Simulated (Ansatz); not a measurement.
Relaxed WSe2 (2H-MoS2 type, space group P6_3/mmc):

```yaml
crystal:
  lattice:
    - [3.27899, 0.00000, 0.00000]
    - [-1.63949, 2.83969, 0.00000]
    - [0.00000, 0.00000, 12.78582]
  atoms:
    - { symbol: W, position: [0.33333, 0.66667, 0.25000] }
    - { symbol: W, position: [0.66667, 0.33333, 0.75000] }
    - { symbol: Se, position: [0.33333, 0.66667, 0.61827] }
    - { symbol: Se, position: [0.66667, 0.33333, 0.11827] }
    - { symbol: Se, position: [0.66667, 0.33333, 0.38173] }
    - { symbol: Se, position: [0.33333, 0.66667, 0.88173] }
```

In each cell atom 1 (W, nearest neighbour Se at 2.534 Å; its periodic images, 3.3 Å or more away, move with it) moves by s·(0.647, -0.374, -0.665) (towards the nearest neighbour), the rest being held.

All values below come from PBE-D3(BJ) (plane waves to 420 eV, PAW, scalar-relativistic; Ansatz, a quantum-chemistry and plane-wave program). k mesh 9×9×2 (Γ-centred), Fermi-Dirac smearing 0.05 eV. E stands for the smeared free energy. Spin-orbit coupling is left out, though W is heavy. The PAW data are Ansatz's earlier set. WSe2 is run without spin polarisation. WSe2 was relaxed with its symmetry unable to fall. ΔE is measured from the undisplaced structure.

| s (Å) | ΔE (meV/cell) |
|---|---|
| -0.250 | withheld |
| -0.200 | 459 |
| -0.150 | 258 |
| -0.100 | 115 |
| -0.050 | 29 |
| 0.000 | 0 |
| 0.050 | 29 |
| 0.100 | 116 |
| 0.150 | 264 |
| 0.200 | 474 |
| 0.250 | 750 |

Q: Fit a polynomial form (powers 2, 3, 4) to the given rows and predict ΔE at s = -0.250.

A: Least squares on the 10 given rows: ΔE = (11500)·s² + (938.8)·s³ + (4223)·s⁴, in meV/cell with s in Å; root-mean-square residual 0.3 meV/cell. At -0.250 the fit gives 721 meV/cell; the calculation gives 717 meV/cell, so the extrapolation is off by 4 (+0.6 %). The quadratic term alone would give 719 meV/cell.

(A displaced cell: forces are minus the slopes of the energy, force constants its curvatures, and phonons follow from these.)
